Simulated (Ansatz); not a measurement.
CdAs₂:
```yaml
crystal:
  lattice:
    - [-3.97580, 3.97580, 2.33220]
    - [3.97580, -3.97580, 2.33220]
    - [3.97580, 3.97580, -2.33220]
  atoms:
    - { symbol: Cd, position: [0.75000, 0.25000, 0.50000] }
    - { symbol: Cd, position: [0.00000, 0.00000, 0.00000] }
    - { symbol: As, position: [0.37500, 0.56638, 0.69138] }
    - { symbol: As, position: [0.31638, 0.12500, 0.69138] }
    - { symbol: As, position: [0.87500, 0.68362, 0.30862] }
    - { symbol: As, position: [0.43362, 0.62500, 0.30862] }
```

Relaxed with PBEsol.

Problem. Give the Bader charges and basin volumes of the independent atoms, DFT-PBEsol in the program Ansatz with PAW potentials.

Solution. 

```csv
atom,Bader charge (e),Bader volume (Å³)
Cd1,+0.46,23.1
As3,-0.23,25.3
```

Space group I4_122. The workflow started from a Materials Project entry (that database holds measured and hypothetical structures alike); the Crystallography Open Database copy checked does not list it. Its standing as an ambient phase is unchecked. The cell was relaxed with PBEsol under the symmetry of its start; whether a distortion lowers the energy is not shown.

Potentials: the later of the program's two PAW sets.
